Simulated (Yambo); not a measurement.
Yambo run on Mg2ZnP2 (space group P3m1, No. 156). The wavefunctions are LDA (pw.x of Quantum ESPRESSO, ONCV potentials, without SOC) ones on a 3×3×2 mesh (25 occupied bands); a = b = 4.0141 Å, c = 6.5439 Å, α = β = 90.00°, γ = 120.00°.

Yambo input:

```
rim_cut
gw0
dyson
el_el_corr
HF_and_locXC
ppa
em1d
RandQpts= 1000000
RandGvec= 1 Ry
EXXRLvcs= 84 Ry
VXCRLvcs= 336 Ry
Chimod= "HARTREE"
% BndsRnXp
 13 | 70 |
%
NGsBlkXp= 8 Ry
% LongDrXp
 1.0 | 1.0 | 1.0 |
%
PPAPntXp= 27.2114 eV
% GbndRnge
 1 | 70 |
%
GTermKind= "none"
DysSolver= "n"
ExtendOut
% QPkrange
 1 | 1 | 25 | 26 |
 5 | 5 | 26 | 26 |
%
```

k points by index: 1 = Γ, 5 = K.

The o-*.qp file then holds:

```
#    K-point    Band    Eo [eV]    E [eV]    E-Eo [eV]    Vxc [eV]    Vnlxc [eV]    Sc|Eo [eV]    Sc|E [eV]    dSc/dw|Eo [eV]    Re(Z)    Im(Z)
#
    1    25    0.000000    -0.012004    -0.012004    -12.50146    -14.14140    1.624329    1.627939    -8.122389    0.770120    -0.001716
    1    26    1.196370    2.119558    0.923189    -11.94078    -7.362739    -3.400058    -3.654853    -7.508965    0.783727    -0.001660
    5    26    1.126041    1.816397    0.690356    -10.13540    -6.132020    -3.137705    -3.313020    -6.908883    0.797511    -0.001617
```
(The two width columns are left out.) Convergence of these settings isn't established.

Geometry of the Materials Project entry, not relaxed at this level.

The structure is a Materials Project entry; no match was found in the copy of COD used, and its stability was not checked.
